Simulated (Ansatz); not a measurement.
NbCd3 (Cu3Au type, space group No. 221) at seven volumes, LDA in the plane-wave PAW code Ansatz, scaled uniformly. One row is withheld.

| V (Å³/atom) | P (GPa) |
|---|---|
| 16.668 | ? |
| 17.218 | 8.91 |
| 17.767 | 4.05 |
| 18.317 | -0.01 |
| 18.866 | -3.39 |
| 19.416 | -6.22 |
| 19.965 | -8.57 |

**Question.** Fit the shown pressures and predict the withheld one.

**Answer.** P = (3/2)B₀(x^(7/2) − x^(5/2))[1 + (3/4)(B′ − 4)(x − 1)] with x = (V₀/V)^(2/3). Least squares on the six rows gives V₀ = 18.316 Å³/atom, B₀ = 123 GPa, B′ = 5.03. At V = 16.668, x = 1.0649 and P = 14.71 GPa. The run itself gave 14.72 GPa.

Space group Pm-3m (Cu3Au type). The workflow started from an entry of the Crystallography Open Database (COD). Whether it is the stable phase at ambient conditions was not checked. The cell was relaxed with LDA under the symmetry of its start; of distortions, only those at the zone centre were tested. No spin polarisation was allowed.

Potentials: the later of the program's two PAW sets.
